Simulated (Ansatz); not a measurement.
HfO₂:
```
HfO2
1.0
    0.00000     2.50089     2.50089
    2.50089     0.00000     2.50089
    2.50089     2.50089     0.00000
Hf O
1 2
Direct
  0.00000   0.00000   0.00000
  0.75000   0.75000   0.75000
  0.25000   0.25000   0.25000
```

Tensor components refer to the Cartesian frame of this cell.

**Question.** Give the high-frequency dielectric tensor and the Born effective charge tensors of the independent atoms from DFPT, LDA (plane waves, PAW; program Ansatz).

**Answer.** 
ε∞:
```
5.40  0.00  0.00
0.00  5.40  0.00
0.00  0.00  5.40
```
Z* of atom 1 (Hf), rows: field, columns: displacement, in e:
```
5.59  0.00  0.00
0.00  5.59  0.00
0.00  0.00  5.59
```
Z* of atom 2 (O), rows: field, columns: displacement, in e:
```
-2.79   0.00   0.00
 0.00  -2.79   0.00
 0.00   0.00  -2.79
```

Space group Fm-3m (fluorite). This is a known high-temperature phase of the composition, computed here at zero pressure and temperature. The LDA relaxation kept the symmetry of its start. At this level the phase is dynamically unstable (imaginary phonons). The run is not spin-polarised. Spin–orbit coupling is left out wherever it is not named.

Potentials: the earlier of the program's two PAW sets. The files were generated under PBE; for other functionals the program regenerates the frozen cores, and for LDA and PBEsol the local potential too.
